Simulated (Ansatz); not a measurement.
# Sensitivity of the gradients in RbBC₄N₄ to the input

This input was run with Ansatz:

```yaml
crystal:
  lattice:
    - [-3.5677, 3.5677, 7.40985]
    - [3.5677, -3.5677, 7.40985]
    - [3.5677, 3.5677, -7.40985]
  atoms:
    - { symbol: Rb, position: [0.75, 0.25, 0.5] }
    - { symbol: Rb, position: [0.0, 0.0, 0.0] }
    - { symbol: B, position: [0.25, 0.75, 0.5] }
    - { symbol: B, position: [0.5, 0.5, 0.0] }
    - { symbol: C, position: [0.2943349018, 0.8395409271, 0.7550920712] }
    - { symbol: C, position: [0.5895409271, 0.3344488559, 0.0452060253] }
    - { symbol: C, position: [0.0844488559, 0.5392428306, 0.2449079288] }
    - { symbol: C, position: [0.2892428306, 0.5443349018, 0.9547939747] }
    - { symbol: C, position: [0.4556650982, 0.4104590729, 0.7449079288] }
    - { symbol: C, position: [0.1604590729, 0.9155511441, 0.4547939747] }
    - { symbol: C, position: [0.6655511441, 0.7107571694, 0.2550920712] }
    - { symbol: C, position: [0.4607571694, 0.7056650982, 0.5452060253] }
    - { symbol: "N", position: [0.3304727881, 0.9086392588, 0.9455195913] }
    - { symbol: "N", position: [0.6586392588, 0.2131196675, 0.0781664707] }
    - { symbol: "N", position: [0.9631196675, 0.3849531968, 0.0544804087] }
    - { symbol: "N", position: [0.1349531968, 0.5804727881, 0.9218335293] }
    - { symbol: "N", position: [0.4195272119, 0.3413607412, 0.5544804087] }
    - { symbol: "N", position: [0.0913607412, 0.0368803325, 0.4218335293] }
    - { symbol: "N", position: [0.7868803325, 0.8650468032, 0.4455195913] }
    - { symbol: "N", position: [0.6150468032, 0.6695272119, 0.5781664707] }
kpoints:
  mp_grid: { grid: [3, 3, 3] }
scf:
  occupations: { method: tetrahedron_uncorrected }
hamiltonian:
  xc: pbe
  pseudopotentials: { kind: paw }
output:
  forces: true
  stress: true
  populations: true
  efg:
    quadrupole_moments_barn: { Rb: 0.1335, B: 0.04059, "N": 0.02044 }
    contact_densities: true
basis:
  ecutwfc: "700 eV"
```

```sh
ansatz run input.yaml --threads 2 --pin off --max-ram 5120MiB --backend cpu --events-out ev --progress --plain --runs-dir out
```

It converged. Of its output the block on the nuclei alone is shown, without the SCF iterations, energies, forces and stress (one atom of each set):

```
--- PAW observables at the nuclei: V_zz in 10²¹ V/m², potentials from the cell's mean, atoms counted from 1 ---
  atom   1  Rb V_zz =    -1.848094   η = 0.0000   by run symmetry: allowed   C_q = -5.9657 MHz
            electrostatic potential = -5301.133333 V   contact ρ = 361968.276984 e/Å³
  atom   3  B  V_zz =    +0.015487   η = 0.0000   by run symmetry: allowed   C_q = +0.0152 MHz
            electrostatic potential = -316.858348 V   contact ρ = 485.523798 e/Å³
  atom   5  C  V_zz =    -4.504512   η = 0.0458   by run symmetry: allowed
            electrostatic potential = -408.356917 V   contact ρ = 870.492969 e/Å³
  atom  13  N  V_zz =    -8.387616   η = 0.0197   by run symmetry: allowed   C_q = -4.1455 MHz
            electrostatic potential = -507.821891 V   contact ρ = 1418.565798 e/Å³
```

Task: Can these gradients be trusted, and how do they compare with a run on standard settings?

Result: They agree with the standard run. Against the standard input the change is `basis.ecutwfc`: not typed → 700 eV; `kpoints.mp_grid.grid`: [6, 6, 6] → [3, 3, 3]; `scf.occupations.width`: 0.05 → not typed; `scf.occupations.method`: fermi_dirac → tetrahedron_uncorrected. A site carries the number of its first atom; V_zz in 10²¹ V/m².

```csv
site,V_zz standard,η standard,V_zz here,η here
Rb,-1.85,0.00,-1.85,0.00
C,-4.47,0.05,-4.50,0.05
N,-8.37,0.02,-8.39,0.02
```

The largest change of V_zz is on C, from -4.47 to -4.50. In per cent, |V_zz| changes by 0 on Rb, +1 on C, 0 on N (all sites that start above 0.5). Sites with |V_zz| of 0.02 or less aren't listed. The gap of 6.3 eV is far wider than the smearing, so the levels stay full or empty whatever the smearing's form; with a small gap this would fail. New warnings: band table not solved further. In the changed run the k-mesh is coarser than the standard one, yet the gradients stay close to the reference.

On the reference run: Without spin–orbit coupling (the program notes it for Rb) the gradients are little affected as a rule: paired runs on crystals with a gap mostly move them by under 2 % at such atoms. The database entry as given showed forces above 3 eV/Å or a pressure above 30 GPa, though relaxing it moves no atom far.
